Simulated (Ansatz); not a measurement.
**Structures of Sb2Pt: which is lowest?**

Plane-wave DFT in Ansatz with scalar-relativistic PAW potentials, cutoff 500 eV, Γ-centred meshes chosen by cell and gap, Gaussian smearing with energies taken to zero width. Every cell was relaxed (cell and atoms) in a run of its own, within the symmetry of its start. Functional: r2SCAN.

Relaxed structures (starts from databases or built by putting these elements on another compound's sites):
A. Pa-3, 12 atoms in the computed cell, a = 6.505 Å; sites (symmetry × multiplicity) Sb .3. × 8, Pt .-3. × 4; start: database
B. Fm-3m, 3 atoms in the computed cell, a = 6.598 Å; sites (symmetry × multiplicity) Sb -43m × 8, Pt m-3m × 4; start: built

Task: Rank them by energy. Could pressure change the order?

Result:
```csv
structure,group,E − E(lowest) (meV/atom),V (Å³/atom),gap on mesh (eV)
A,Pa-3,0.0,22.93,0.00
B,Fm-3m,298,23.94,0.00
```

A is lowest, 298 meV/atom under B. The lowest is also the densest of these, so pressure wouldn't bring one of the others in at first order. Other structures may lie lower than all of these, and vibrations aren't counted.

Spin-orbit coupling is left out, which matters for the bands of heavy elements.